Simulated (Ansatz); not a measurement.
## TaRh3: zone-centre modes under pressure

TaRh3, Pm-3m, a = 3.821 Å. The structure is a COD entry; whether it is the stable form wasn't checked. Ansatz: LDA, PAW, 420 eV, Γ-centred 12×12×12 mesh on 4 atoms, Fermi-Dirac smearing 0.15 eV; no spin polarisation. Cell and atoms are relaxed at each pressure with the symmetry kept; optical modes at Γ by linear response, in cm⁻¹, matched by rank (the highest 3 distinct ones).

```
P (GPa) V (Å³/atom)     ω1     ω2     ω3
      0       13.950  132.3  183.2  232.0
      3       13.818  136.4  187.5  237.4
     10       13.536      ?      ?      ?
```

Q: Get each mode's Grüneisen parameter γ = −d ln ω/d ln V from the other rows and predict the missing frequencies.

A: ln(V/V0) = 0.0000, -0.0095, -0.0301; a line through ln(ω/ω0) of the 2 known rows gives ω1: γ = 3.213, predicted 145.7, computed 145.2; ω2: γ = 2.442, predicted 197.2, computed 197.0; ω3: γ = 2.422, predicted 249.5, computed 249.5. The worst miss is 0.4 %, or 4 % of the shift under pressure, so a constant γ serves at that level. In a metal these frequencies hang on the mesh and smearing.

Spin–orbit coupling is left out, which can shift energies with elements as heavy as these.